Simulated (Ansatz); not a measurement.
Total density of states per atom from LDA (plane waves, PAW; program Ansatz), in 0.25 eV bins, energy from the valence-band maximum:

```
E (eV) | states/eV/atom
    -7.86 |  0.01
    -7.61 | ######### 0.31
    -7.36 | ################# 0.60
    -7.11 | ############## 0.49
    -6.86 | ####### 0.23
    -6.61 | ##### 0.18
    -6.36 | ### 0.10
    -6.11 | ## 0.05
    -5.86 | # 0.03
    -5.61 |  0.01
    -5.36 | ### 0.09
    -5.11 | ###### 0.19
    -4.86 | ######### 0.32
    -4.61 | ########## 0.35
    -4.36 | ############# 0.45
    -4.11 | ############## 0.50
    -3.86 | ################### 0.66
    -3.61 | ####################### 0.80
    -3.36 | ######################## 0.84
    -3.11 | ####################### 0.82
    -2.86 | ####################### 0.82
    -2.61 | ################### 0.67
    -2.36 | ###################### 0.75
    -2.11 | ####################### 0.82
    -1.86 | ####################### 0.79
    -1.61 | ################### 0.66
    -1.36 | ################ 0.55
    -1.11 | ############### 0.52
    -0.86 | #################### 0.68
    -0.61 | ################ 0.58
    -0.36 | #### 0.14
    -0.11 |  0.00
     0.14 |  0.00
     0.39 | # 0.05
     0.64 | ###### 0.20
     0.89 | ################## 0.61
     1.14 | #################### 0.68
     1.39 | ################# 0.58
     1.64 | #################### 0.69
     1.89 | ################### 0.67
     2.14 | ################### 0.68
     2.39 | ################## 0.62
     2.64 | ############### 0.54
     2.89 | ############## 0.49
     3.14 | ######################## 0.82
     3.39 | ####################### 0.80
     3.64 | ###################### 0.77
     3.89 | ############################## 1.05
     4.14 | ###################### 0.77
     4.39 | ################# 0.58
     4.64 | ################### 0.67
     4.89 | ###################### 0.76
```

Question: Pick the material that matches.
(A) CaSe, rock salt
(B) CdTe, zinc blende
(C) AlGaN2, P3m1 (Al on 1a, Ga on 1c, N on 1c, N on 1a)
(D) SnTePbSe, R3m (Sn on 3a, Te on 3a, Pb on 3a, Se on 3a)

Answer: D, SnTePbSe, R3m (Sn on 3a, Te on 3a, Pb on 3a, Se on 3a). Top 1 eV of the valence band: Te 5p 30 %, Se 4p 30 %, Sn 5s 16 %, Pb 6p 10 %, Sn 5p 6 %. Bottom 1 eV of the conduction band: Pb 6p 36 %, Sn 5p 36 %, Te 5p 7 %, Se 4s 6 %. Projections are on Löwdin-orthogonalised atomic valence shells; empty p or d shells of many metals are not among them.

The workflow started from a Materials Project entry (that database holds measured and hypothetical structures alike); the Crystallography Open Database copy checked does not list it. With Sn and Pb taken as one species the cell has the higher symmetry R-3m, so it may be an ordered model of a mixed-site phase. Its standing as an ambient phase is unchecked. The LDA relaxation kept the symmetry of its start; of distortions, only those at the zone centre were tested. Scalar-relativistic: spin–orbit coupling is off unless named, which matters more the heavier the elements.

Potentials: the later of the program's two PAW sets.
